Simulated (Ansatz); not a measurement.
Here is the system:

MgTe:
```xyz
2
Lattice="2.1125 1.2196 3.4498 -2.1125 1.2196 3.4498 0.0000 -2.4393 3.4498" Properties=species:S:1:pos:R:3 pbc="T T T"
Mg     0.0000     0.0000     7.7623
Te     0.0000     0.0000     2.5871
```

This is the PBE-relaxed structure.

### Question
All from the program Ansatz at the PBE level (PAW), unless another level is named. Estimate the Hill bulk and shear moduli.

### Answer
46.2 and 30.7 GPa.

### Question
Give the highest zone-centre frequency (without LO–TO term).

### Answer
139 cm⁻¹.

Space group Fm-3m (rock salt). A made-up cell: these elements were put on the sites of a structure type; the Crystallography Open Database copy checked does not list it. COD files the formula under space group No. 186, so this cell is another polymorph or a model. Its standing as an ambient phase is unchecked. The cell was relaxed with PBE under the symmetry of its start; of distortions, only those at the zone centre were tested. Scalar-relativistic: spin–orbit coupling is off unless named, which matters more the heavier the elements.

Potentials: the later of the program's two PAW sets.
